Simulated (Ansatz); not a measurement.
Input:

Si:
```
CELL_PARAMETERS angstrom
      4.97989     0.00000     0.00000
      0.00000     4.97989     0.00000
      0.00000     0.00000     4.97989
ATOMIC_POSITIONS crystal
  Si 0.19067 0.19067 0.19067
  Si 0.00000 0.50000 0.50000
  Si 0.19067 0.80933 0.80933
  Si 0.50000 0.00000 0.50000
  Si 0.80933 0.19067 0.80933
  Si 0.50000 0.50000 0.00000
  Si 0.80933 0.80933 0.19067
```

This is the PBEsol-relaxed structure.

Task: All from PBEsol in the plane-wave PAW code Ansatz, unless another level is named. Give the electronic character.

Result: metallic (no gap).

Task: Next, the density of states at the Fermi level?

Result: 0.37 states/eV per atom (mean over ±0.08 eV).

Space group P-43m. The start of the workflow was typed in or built on a structure type; neither database checked (COD, Materials Project) lists it. It is not the phase usual at ambient conditions (space group No. 227). Symmetry was held in the PBEsol relaxation; of distortions, only those at the zone centre were tested. The volume moved by -23 % from the start of the relaxation.

Potentials: the later of the program's two PAW sets.
